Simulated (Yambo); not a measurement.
Yambo run on LiNbO$_{3}$ (space group R-3, No. 148). The wavefunctions are PBEsol (Quantum ESPRESSO, PseudoDojo norm-conserving, 84 Ry, without SOC) ones on a 2×2×2 mesh (34 occupied bands); a = b = c = 5.727 Å, α = β = γ = 54.96°.

Yambo input:

```
rim_cut
gw0
dyson
el_el_corr
HF_and_locXC
ppa
em1d
RandQpts= 1000000
RandGvec= 1 Ry
EXXRLvcs= 84 Ry
VXCRLvcs= 336 Ry
Chimod= "HARTREE"
% BndsRnXp
 5 | 182 |
%
NGsBlkXp= 7 Ry
% LongDrXp
 1.0 | 1.0 | 1.0 |
%
PPAPntXp= 27.2114 eV
% GbndRnge
 1 | 78 |
%
GTermKind= "none"
DysSolver= "n"
ExtendOut
% QPkrange
 3 | 3 | 34 | 35 |
%
```

k points by index: 3 = F.

The o-*.qp file then holds:

```
#    K-point    Band    Eo [eV]    E [eV]    E-Eo [eV]    Vxc [eV]    Vnlxc [eV]    Sc|Eo [eV]    Sc|E [eV]    dSc/dw|Eo [eV]    Re(Z)    Im(Z)
#
    3    34    0.000000    0.122951    0.122951    -19.55632    -24.57748    5.178640    5.144108    -7.650753    0.780540    -0.001366
    3    35    3.843229    6.026011    2.182781    -17.07456    -11.38364    -3.021545    -3.508143    -6.065806    0.817717    -0.001186
```
(The two width columns are left out.) Convergence of these settings isn't established.

Geometry of the Materials Project entry, not relaxed at this level.

This is not the ordinary phase of the substance.
